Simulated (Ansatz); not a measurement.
**What a trial cell of K relaxes into**

All numbers below come from DFT r2SCAN, scalar-relativistic, plane waves, PAW in Ansatz 0.2.0. Cutoff 500 eV, Γ-centred k mesh, Gaussian smearing, no spin polarisation in the final step.

K was placed on the iodine structure type (Cmce, No. 64), at a guessed volume.

```yaml
crystal:
  lattice:
    - [4.48332, -2.96313, 0.00000]
    - [4.48332, 2.96313, 0.00000]
    - [0.00000, 0.00000, 12.08735]
  atoms:
    - { symbol: K, position: [0.85000, 0.15000, 0.11700] }
    - { symbol: K, position: [0.65000, 0.35000, 0.61700] }
    - { symbol: K, position: [0.15000, 0.85000, 0.88300] }
    - { symbol: K, position: [0.35000, 0.65000, 0.38300] }
```

Cell and atoms relax at zero pressure; the relaxation can't lower the symmetry of the start.

(1) What does it relax into?

(2) What are its volume, density and gap?

## Answers

(1) It ends in I4/mmm (No. 139). The result has the indium (bct) structure. Conventional cell: a = 5.024 Å, c = 6.081 Å. K is coordinated by 8 K at 4.68 Å and 4 K at 5.02 Å.

```
K
1.0
    -2.51183    2.51183    3.04069
     2.51183   -2.51183    3.04069
     2.51183    2.51183   -3.04069
K
1
Direct
  0.00000 0.00000 0.00000
```

(2) The volume per atom is 76.74 Å³, the density is 0.85 g/cm³ and the gap on the 10×10×4 mesh is 0 eV (a metal).

The final run used a 10×10×4 mesh on its 4-atom cell and 0.10 eV smearing. A structure relaxed within its symmetry needn't be a true minimum.